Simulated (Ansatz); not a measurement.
CaB6:
```cif
data_B6Ca
_chemical_formula_sum 'Ca1 B6'
_space_group_name_H-M_alt 'P 1'
_space_group_IT_number 1
_cell_length_a 4.13711
_cell_length_b 4.13711
_cell_length_c 4.13711
_cell_angle_alpha 90.000
_cell_angle_beta 90.000
_cell_angle_gamma 90.000
loop_
_space_group_symop_operation_xyz
  'x, y, z'
loop_
_atom_site_label
_atom_site_type_symbol
_atom_site_fract_x
_atom_site_fract_y
_atom_site_fract_z
_atom_site_occupancy
Ca1 Ca 0.50000 0.50000 0.50000 1
B1 B 0.00000 0.00000 0.29804 1
B2 B 0.00000 0.00000 0.70196 1
B3 B 0.29804 0.00000 0.00000 1
B4 B 0.70196 0.00000 0.00000 1
B5 B 0.00000 0.29804 0.00000 1
B6 B 0.00000 0.70196 0.00000 1
```

Relaxed with r²SCAN.

Task: Tabulate the valence density and the electron localisation function along the shortest Ca–B contact (3.04 Å), plane-wave PAW r²SCAN (Ansatz code).

Result: 

```csv
distance from Ca (Å),density (e/Å³),ELF
0.30,5.78,0.82
0.46,4.32,0.86
0.61,2.65,0.86
0.76,1.33,0.81
0.91,0.58,0.63
1.06,0.24,0.23
1.22,0.12,0.05
1.37,0.09,0.04
1.52,0.10,0.10
1.67,0.12,0.24
1.83,0.17,0.40
1.98,0.23,0.49
2.13,0.33,0.54
2.28,0.45,0.53
2.43,0.57,0.42
2.59,0.63,0.21
2.74,0.54,0.04
```

The density is the valence pseudo-density with augmentation charge, so density and ELF within about 1 Å of a nucleus are not all-electron values.

Space group Pm-3m. The r²SCAN relaxation kept the symmetry of its start.

Potentials: the later of the program's two PAW sets.
